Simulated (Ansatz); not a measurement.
Relaxed Tl (hcp, Mg type):

```
Tl
1.0
    3.60750     0.00000     0.00000
   -1.80375     3.12418     0.00000
    0.00000     0.00000     5.57674
Tl
2
Direct
  0.33333   0.66667   0.75000
  0.66667   0.33333   0.25000
```

A phonon eigenvector at Γ is frozen into this cell: atom i moves by Q times the vector below, so Q is the largest atomic displacement, in Å. The cell is held. It is one choice among 2 degenerate patterns.

| atom | x | y | z |
|---|---|---|---|
| Tl1 | 0.000 | -1.000 | 0.000 |
| Tl2 | 0.000 | 1.000 | 0.000 |

All values below come from PBE (plane waves to 420 eV, PAW, scalar-relativistic; Ansatz, an electronic-structure program). k mesh 15×15×9 (Γ-centred), Fermi-Dirac smearing 0.05 eV. E stands for the smeared free energy. With partly filled bands, energies and forces of such displacements shift with the k mesh and the smearing. Spin-orbit coupling is left out, though Tl is heavy. The PAW data are Ansatz's earlier set. The relaxed volume of Tl is well above the measured one; the method has no dispersion term. Tl was relaxed with its symmetry unable to fall. The zero of ΔE is the undisplaced structure. The last digit holds for this mesh only.

```
Q (Å)    ΔE (meV/cell)
-------  -------------
-0.2800       withheld
-0.2333           42.5
-0.1867           26.0
-0.1400           13.7
-0.0933            5.6
-0.0467            1.3
0.0000             0.0
0.0467             1.1
0.0933             4.5
0.1400             9.8
0.1867            16.6
0.2333            24.5
0.2800            32.9
```

Q: Fit a polynomial form (powers 2, 3, 4) to the given rows and predict ΔE at Q = -0.2800.

A: Least squares on the 12 given rows: ΔE = (598.3)·Q² + (-716.0)·Q³ + (293.0)·Q⁴, in meV/cell with Q in Å; root-mean-square residual 0.12 meV/cell. At -0.2800 the fit gives 64.4 meV/cell; the calculation gives 63.0 meV/cell, so the extrapolation is off by 1.4 (+2.2 %). The quadratic term alone would give 46.9 meV/cell.

(A displaced cell: forces are minus the slopes of the energy, force constants its curvatures, and phonons follow from these.)
